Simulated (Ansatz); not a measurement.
Input:

TePb:
```cif
data_PbTe
_chemical_formula_sum 'Te1 Pb1'
_space_group_name_H-M_alt 'P 1'
_space_group_IT_number 1
_cell_length_a 4.55618
_cell_length_b 4.55618
_cell_length_c 4.55618
_cell_angle_alpha 60.000
_cell_angle_beta 60.000
_cell_angle_gamma 60.000
loop_
_space_group_symop_operation_xyz
  'x, y, z'
loop_
_atom_site_label
_atom_site_type_symbol
_atom_site_fract_x
_atom_site_fract_y
_atom_site_fract_z
_atom_site_occupancy
Te1 Te 0.00000 0.00000 0.00000 1
Pb1 Pb 0.50000 0.50000 0.50000 1
```

This is the PBEsol-relaxed structure.

Q: All from plane-wave PAW PBEsol (Ansatz code), unless another level is named. Estimate the hole effective mass.

A: 0.073, 0.073, 0.40 mₑ (principal values).

Q: Predict the HSE06 gap on the PBEsol cell.

A: 1.10 eV.

Q: Give the valence-band maximum.

A: at L.

Space group Fm-3m (rock salt). Symmetry was held in the PBEsol relaxation. Scalar-relativistic: spin–orbit coupling is off unless named, which matters more the heavier the elements.

Potentials: the earlier of the program's two PAW sets. The files were generated under PBE; for other functionals the program regenerates the frozen cores, and for LDA and PBEsol the local potential too.
